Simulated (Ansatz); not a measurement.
Ansatz 0.2.0, relaxation: LaGaRh₃

Run with:

```bash
ansatz run input.yaml --threads 2 --pin off --max-ram 3584MiB --backend cpu --events-out ev --progress --plain --runs-dir out
```

Input:

```yaml
crystal:
  lattice:
    - [2.9749975, 1.71761861, 4.80645452]
    - [-2.9749975, 1.71761861, 4.80645452]
    - [0.0, -3.43522617, 4.80645452]
  atoms:
    - { symbol: Ga, position: [0.0, 0.0, 0.0] }
    - { symbol: Ga, position: [0.5, 0.5, 0.5] }
    - { symbol: Rh, position: [0.8048, 0.6952, 0.25] }
    - { symbol: Rh, position: [0.25, 0.8048, 0.6952] }
    - { symbol: Rh, position: [0.6952, 0.25, 0.8048] }
    - { symbol: Rh, position: [0.1952, 0.3048, 0.75] }
    - { symbol: Rh, position: [0.75, 0.1952, 0.3048] }
    - { symbol: Rh, position: [0.3048, 0.75, 0.1952] }
    - { symbol: La, position: [0.25, 0.25, 0.25] }
    - { symbol: La, position: [0.75, 0.75, 0.75] }
  symmetry: { tolerance: 0.0003 }
kpoints:
  mp_grid: { grid: [5, 5, 5], shift: [0, 0, 0] }
magnetization:
  spin_polarized: false
scf:
  occupations: { method: fermi_dirac }
  lower_state_search: "off"
hamiltonian:
  pseudopotentials: { kind: paw }
  xc: pbesol
basis:
  ecutwfc: 420
  fft_grid_basis: typed
relax:
  max_steps: 40
  cell: { p_target: 20.0 }
output:
  forces: true
  stress: true
  eigenvalues: true
  bader: true
  populations: true
  elf: true
  write_potential: true
  volumetric_format: npy
  dos:
    e_range: [-12, 8]
    de: 0.05
    projected: { site_lists: { Ga: [Ga], La: [La], Rh: [Rh] } }
checkpoint:
  read: saved_state
```

Origin of the cell: a known structure type with other elements, at an estimated volume, so it need not be a known compound.

The smearing width isn't typed, so it takes its default of 0.1 eV.

The saved state is a converged single point of the same cell.

Steps («new basis» is an SCF on plane waves selected anew at the same cell):

```
step  ΔH (meV/atom)  max force component (eV/Å)  P (GPa)  volume (Å³)  SCF iterations   step was
   1            0.0                       0.070    57.05       147.36               6   accepted
   2         -212.5                       0.150    18.29       169.33               8   accepted
   3         -216.6                       0.107    19.65       168.24               6   accepted
   4         -224.1                       0.043    21.80       166.58               7   accepted
   5         -228.6                       0.183    22.40       165.82               7   accepted
   6         -246.1                       0.404    23.95       163.53               8   accepted
   7         -299.6                       0.608    23.49       160.88               8   accepted
   8         -374.9                       0.213    17.56       160.27               9   accepted
   9         -391.6                       0.004    19.86       155.42               8   accepted
  10         -392.6                       0.100    19.87       156.26               7   accepted
  11         -393.0                       0.087    19.88       156.41               7   accepted
  12         -393.5                       0.000    19.99       156.03               7   accepted
  13         -412.5                       0.005    22.07       156.03               9  new basis
  14         -415.0                       0.004    20.17       156.97               6   accepted
  15         -415.0                       0.002    20.12       156.90               6   accepted
  16         -415.0                       0.000    19.98       157.01               6   accepted
  17         -415.1                       0.000    19.97       157.01               6  new basis
```

Step 1, with forces in eV/Å:

```xyz
10
Lattice="2.975 1.718 4.806 -2.975 1.718 4.806 0.000 -3.435 4.806" Properties=species:S:1:pos:R:3:forces:R:3 pbc="T T T" step=1
Ga    0.000    0.000    0.000    0.000    0.000    0.000
Ga    0.000    0.000    7.210    0.000    0.000    0.000
Rh    0.326    1.718    8.411    0.070    0.000    0.000
Rh   -1.651   -0.576    8.411   -0.035    0.060    0.000
Rh    1.324   -1.141    8.411   -0.035   -0.060    0.000
Rh   -0.326   -1.718    6.008   -0.070    0.000    0.000
Rh    1.651    0.576    6.008    0.035   -0.060    0.000
Rh   -1.324    1.141    6.008    0.035    0.060    0.000
La    0.000    0.000    3.605    0.000    0.000    0.000
La    0.000    0.000   10.815    0.000    0.000    0.000
```

Step 2, with forces in eV/Å:

```xyz
10
Lattice="3.120 1.801 5.022 -3.120 1.801 5.022 0.000 -3.603 5.022" Properties=species:S:1:pos:R:3:forces:R:3 pbc="T T T" step=2
Ga    0.000    0.000    0.000    0.000    0.000    0.000
Ga    0.000    0.000    7.532    0.000    0.000    0.000
Rh    0.327    1.801    8.788   -0.150    0.000    0.000
Rh   -1.724   -0.617    8.788    0.075   -0.130    0.000
Rh    1.396   -1.184    8.788    0.075    0.130    0.000
Rh   -0.327   -1.801    6.277    0.150    0.000    0.000
Rh    1.724    0.617    6.277   -0.075    0.130    0.000
Rh   -1.396    1.184    6.277   -0.075   -0.130    0.000
La    0.000    0.000    3.766    0.000    0.000    0.000
La    0.000    0.000   11.298    0.000    0.000    0.000
```

Step 4, with forces in eV/Å:

```xyz
10
Lattice="3.193 1.844 4.716 -3.193 1.844 4.716 0.000 -3.687 4.716" Properties=species:S:1:pos:R:3:forces:R:3 pbc="T T T" step=4
Ga    0.000    0.000    0.000    0.000    0.000    0.000
Ga    0.000    0.000    7.074    0.000    0.000    0.000
Rh    0.293    1.844    8.252    0.043    0.000    0.000
Rh   -1.743   -0.668    8.252   -0.022    0.037    0.000
Rh    1.450   -1.176    8.252   -0.022   -0.037    0.000
Rh   -0.293   -1.844    5.895   -0.043    0.000    0.000
Rh    1.743    0.668    5.895    0.022   -0.037    0.000
Rh   -1.450    1.176    5.895    0.022    0.037    0.000
La    0.000    0.000    3.537    0.000    0.000    0.000
La    0.000    0.000   10.610    0.000    0.000    0.000
```

Step 5, with forces in eV/Å:

```xyz
10
Lattice="3.246 1.874 4.542 -3.246 1.874 4.542 0.000 -3.748 4.542" Properties=species:S:1:pos:R:3:forces:R:3 pbc="T T T" step=5
Ga    0.000    0.000    0.000    0.000    0.000    0.000
Ga    0.000    0.000    6.814    0.000    0.000    0.000
Rh    0.313    1.874    7.949    0.183    0.000    0.000
Rh   -1.780   -0.666    7.949   -0.092    0.159    0.000
Rh    1.467   -1.208    7.949   -0.092   -0.159    0.000
Rh   -0.313   -1.874    5.678   -0.183    0.000    0.000
Rh    1.780    0.666    5.678    0.092   -0.159    0.000
Rh   -1.467    1.208    5.678    0.092    0.159    0.000
La    0.000    0.000    3.407    0.000    0.000    0.000
La    0.000    0.000   10.220    0.000    0.000    0.000
```

Step 6, with forces in eV/Å:

```xyz
10
Lattice="3.300 1.905 4.335 -3.300 1.905 4.335 0.000 -3.810 4.335" Properties=species:S:1:pos:R:3:forces:R:3 pbc="T T T" step=6
Ga    0.000    0.000    0.000    0.000    0.000    0.000
Ga    0.000    0.000    6.503    0.000    0.000    0.000
Rh    0.392    1.905    7.586    0.404    0.000    0.000
Rh   -1.846   -0.613    7.586   -0.202    0.350    0.000
Rh    1.454   -1.292    7.586   -0.202   -0.350    0.000
Rh   -0.392   -1.905    5.419   -0.404    0.000    0.000
Rh    1.846    0.613    5.419    0.202   -0.350    0.000
Rh   -1.454    1.292    5.419    0.202    0.350    0.000
La    0.000    0.000    3.251    0.000    0.000    0.000
La    0.000    0.000    9.754    0.000    0.000    0.000
```

Step 7, with forces in eV/Å:

```xyz
10
Lattice="3.365 1.943 4.100 -3.365 1.943 4.100 0.000 -3.886 4.100" Properties=species:S:1:pos:R:3:forces:R:3 pbc="T T T" step=7
Ga    0.000    0.000    0.000    0.000    0.000    0.000
Ga    0.000    0.000    6.151    0.000    0.000    0.000
Rh    0.537    1.943    7.176    0.608    0.000    0.000
Rh   -1.951   -0.507    7.176   -0.304    0.527    0.000
Rh    1.414   -1.436    7.176   -0.304   -0.527    0.000
Rh   -0.537   -1.943    5.126   -0.608    0.000    0.000
Rh    1.951    0.507    5.126    0.304   -0.527    0.000
Rh   -1.414    1.436    5.126    0.304    0.527    0.000
La    0.000    0.000    3.075    0.000    0.000    0.000
La    0.000    0.000    9.226    0.000    0.000    0.000
```

Step 9, with forces in eV/Å:

```xyz
10
Lattice="3.459 1.997 3.750 -3.459 1.997 3.750 0.000 -3.994 3.750" Properties=species:S:1:pos:R:3:forces:R:3 pbc="T T T" step=9
Ga    0.000    0.000    0.000    0.000    0.000    0.000
Ga    0.000    0.000    5.625    0.000    0.000    0.000
Rh    0.861    1.997    6.563    0.004    0.000    0.000
Rh   -2.160   -0.253    6.563   -0.002    0.003    0.000
Rh    1.299   -1.744    6.563   -0.002   -0.003    0.000
Rh   -0.861   -1.997    4.688   -0.004    0.000    0.000
Rh    2.160    0.253    4.688    0.002   -0.003    0.000
Rh   -1.299    1.744    4.688    0.002    0.003    0.000
La    0.000    0.000    2.813    0.000    0.000    0.000
La    0.000    0.000    8.438    0.000    0.000    0.000
```

Step 10, with forces in eV/Å:

```xyz
10
Lattice="3.432 1.981 3.830 -3.432 1.981 3.830 0.000 -3.963 3.830" Properties=species:S:1:pos:R:3:forces:R:3 pbc="T T T" step=10
Ga    0.000    0.000    0.000    0.000    0.000    0.000
Ga    0.000    0.000    5.746    0.000    0.000    0.000
Rh    0.861    1.981    6.703   -0.100    0.000    0.000
Rh   -2.146   -0.245    6.703    0.050   -0.086    0.000
Rh    1.285   -1.736    6.703    0.050    0.086    0.000
Rh   -0.861   -1.981    4.788    0.100    0.000    0.000
Rh    2.146    0.245    4.788   -0.050    0.086    0.000
Rh   -1.285    1.736    4.788   -0.050   -0.086    0.000
La    0.000    0.000    2.873    0.000    0.000    0.000
La    0.000    0.000    8.618    0.000    0.000    0.000
```

Step 11, with forces in eV/Å:

```xyz
10
Lattice="3.439 1.985 3.818 -3.439 1.985 3.818 0.000 -3.971 3.818" Properties=species:S:1:pos:R:3:forces:R:3 pbc="T T T" step=11
Ga    0.000    0.000    0.000    0.000    0.000    0.000
Ga    0.000    0.000    5.727    0.000    0.000    0.000
Rh    0.833    1.985    6.681    0.087    0.000    0.000
Rh   -2.136   -0.271    6.681   -0.043    0.075    0.000
Rh    1.303   -1.714    6.681   -0.043   -0.075    0.000
Rh   -0.833   -1.985    4.772   -0.087    0.000    0.000
Rh    2.136    0.271    4.772    0.043   -0.075    0.000
Rh   -1.303    1.714    4.772    0.043    0.075    0.000
La    0.000    0.000    2.863    0.000    0.000    0.000
La    0.000    0.000    8.590    0.000    0.000    0.000
```

Step 13, with forces in eV/Å:

```xyz
10
Lattice="3.440 1.986 3.805 -3.440 1.986 3.805 0.000 -3.973 3.805" Properties=species:S:1:pos:R:3:forces:R:3 pbc="T T T" step=13
Ga    0.000    0.000    0.000    0.000    0.000    0.000
Ga    0.000    0.000    5.708    0.000    0.000    0.000
Rh    0.850    1.986    6.659    0.005    0.000    0.000
Rh   -2.145   -0.257    6.659   -0.002    0.004    0.000
Rh    1.295   -1.730    6.659   -0.002   -0.004    0.000
Rh   -0.850   -1.986    4.756   -0.005    0.000    0.000
Rh    2.145    0.257    4.756    0.002   -0.004    0.000
Rh   -1.295    1.730    4.756    0.002    0.004    0.000
La    0.000    0.000    2.854    0.000    0.000    0.000
La    0.000    0.000    8.562    0.000    0.000    0.000
```

Step 15, with forces in eV/Å:

```xyz
10
Lattice="3.471 2.004 3.760 -3.471 2.004 3.760 0.000 -4.008 3.760" Properties=species:S:1:pos:R:3:forces:R:3 pbc="T T T" step=15
Ga    0.000    0.000    0.000    0.000    0.000    0.000
Ga    0.000    0.000    5.640    0.000    0.000    0.000
Rh    0.861    2.004    6.580    0.002    0.000    0.000
Rh   -2.166   -0.257    6.580   -0.001    0.002    0.000
Rh    1.305   -1.747    6.580   -0.001   -0.002    0.000
Rh   -0.861   -2.004    4.700   -0.002    0.000    0.000
Rh    2.166    0.257    4.700    0.001   -0.002    0.000
Rh   -1.305    1.747    4.700    0.001    0.002    0.000
La    0.000    0.000    2.820    0.000    0.000    0.000
La    0.000    0.000    8.460    0.000    0.000    0.000
```

Step 17, with forces in eV/Å:

```xyz
10
Lattice="3.471 2.004 3.763 -3.471 2.004 3.763 0.000 -4.008 3.763" Properties=species:S:1:pos:R:3:forces:R:3 pbc="T T T" step=17
Ga    0.000    0.000    0.000    0.000    0.000    0.000
Ga    0.000    0.000    5.644    0.000    0.000    0.000
Rh    0.860    2.004    6.585    0.000    0.000    0.000
Rh   -2.166   -0.257    6.585    0.000    0.000    0.000
Rh    1.305   -1.747    6.585    0.000    0.000    0.000
Rh   -0.860   -2.004    4.703    0.000    0.000    0.000
Rh    2.166    0.257    4.703    0.000    0.000    0.000
Rh   -1.305    1.747    4.703    0.000    0.000    0.000
La    0.000    0.000    2.822    0.000    0.000    0.000
La    0.000    0.000    8.466    0.000    0.000    0.000
```

```
Enthalpy lowered by     : 415.1 meV/atom
Volume change           : 6.55 %
Final pressure          : 19.97 GPa
Relaxation steps listed : 17
Gap on the mesh         : none (metal)
```

Caveats: no moments, though an odd count or open d shells may carry them; no spin-orbit coupling, though heavy elements are present; the relaxation held the start's symmetry, so the end may be a saddle point.

It ran for 5 min on 2 threads of Arm Neoverse V1 (shared host), peak memory 0.67 GiB, from a saved density.
